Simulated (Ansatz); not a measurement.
# Computed properties of Zr3Ga5

Zr₃Ga₅:
```xyz
16
Lattice="4.4332 -3.5497 0.0000 4.4332 3.5497 0.0000 0.0000 0.0000 9.0160" Properties=species:S:1:pos:R:3 pbc="T T T"
Zr     6.2432     0.0000     0.0000
Zr     2.6233     0.0000     0.0000
Zr     2.6233     0.0000     4.5080
Zr     6.2432     0.0000     4.5080
Zr     4.4332    -2.5472     2.2540
Zr     4.4332     2.5472     6.7620
Ga     6.2763     2.0491     2.2540
Ga     2.5902    -2.0491     6.7620
Ga     6.2763    -2.0491     6.7620
Ga     2.5902     2.0491     2.2540
Ga     4.4332     0.1545     2.2540
Ga     4.4332    -0.1545     6.7620
Ga     4.4332     2.2560     0.4613
Ga     4.4332    -2.2560     8.5547
Ga     4.4332    -2.2560     4.9692
Ga     4.4332     2.2560     4.0467
```

Space group Cmcm (No. 63); conventional cell a = 8.8665 Å, b = 7.0995 Å, c = 9.0160 Å, α = 90.00°, β = 90.00°, γ = 90.00°.

Method: the program Ansatz at the r²SCAN level (PAW). Structure relaxed to zero pressure with the same functional. Other levels are named where they apply.

Cell and energy:

- Volume per atom: 17.74 Å³
- Density: 7.28 g/cm³
- Formation energy from the elements (no fitted shifts): -678 meV/atom

Electronic structure:

Electronic character: metallic (no gap)
Density of states at the Fermi level: 0.34 states/eV per atom (mean over ±0.08 eV)

The first step of the workflow began from a Materials Project structure, measured or hypothetical; the Crystallography Open Database copy checked does not list it. Its standing as an ambient phase is unchecked. The cell was relaxed with r²SCAN under the symmetry of its start; whether a distortion lowers the energy is not shown. The run is not spin-polarised. Axis ratios of metals converge slowly with the k-mesh, so a and c are less sure than the volume. The references are the lowest solids computed at this level, not always the standard phases. Scalar-relativistic: spin–orbit coupling is off unless named, which matters more the heavier the elements.

Potentials: the later of the program's two PAW sets.
